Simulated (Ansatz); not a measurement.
MgS (rock salt)

```xyz
2
Lattice="0.0000 2.6148 2.6148 2.6148 0.0000 2.6148 2.6148 2.6148 0.0000" Properties=species:S:1:pos:R:3 pbc="T T T"
S      0.0000     0.0000     0.0000
Mg     2.6148     2.6148     2.6148
```

In each cell atom 2 (Mg, nearest neighbour S at 2.615 Å; its periodic images, 3.7 Å or more away, move with it) moves by s·(1.000, 0.000, 0.000) (along Cartesian x), the rest being held.

Computed with PBE (plane waves to 420 eV, PAW, scalar-relativistic; Ansatz, an electronic-structure program). k mesh 9×9×9 (Γ-centred), Fermi-Dirac smearing 0.05 eV. Energies are smeared free energies. MgS was relaxed with its symmetry unable to fall. ΔE is measured from the undisplaced structure.

```json
[
 {"s (Å)": "-0.260", "ΔE (meV/cell)": "105.2"},
 {"s (Å)": "-0.208", "ΔE (meV/cell)": "62.9"},
 {"s (Å)": "-0.156", "ΔE (meV/cell)": "33.4"},
 {"s (Å)": "-0.104", "ΔE (meV/cell)": "14.2"},
 {"s (Å)": "-0.052", "ΔE (meV/cell)": "3.5"},
 {"s (Å)": "0.000", "ΔE (meV/cell)": "0.0"},
 {"s (Å)": "0.052", "ΔE (meV/cell)": "3.5"},
 {"s (Å)": "0.104", "ΔE (meV/cell)": "14.2"},
 {"s (Å)": "0.156", "ΔE (meV/cell)": "33.4"},
 {"s (Å)": "0.208", "ΔE (meV/cell)": "62.9"},
 {"s (Å)": "0.260", "ΔE (meV/cell)": "105.2"}
]
```

### Question
What force constant k = d²E/ds² at s = 0 does the table give?

### Answer
2.5 eV/Å². It is the second difference of the nearest points, corrected with the next pair.

### Question
With k = 2.55 eV/Å² from the forces, is the well harmonic out to s = 0.260 Å?

### Answer
½ks² = 86.0 meV/cell against the computed 105.2 meV/cell, so the well is stiffer than harmonic there.

(For displaced atoms, the force is minus the slope of the energy, and its curvature is a force constant, which sets phonon frequencies.)
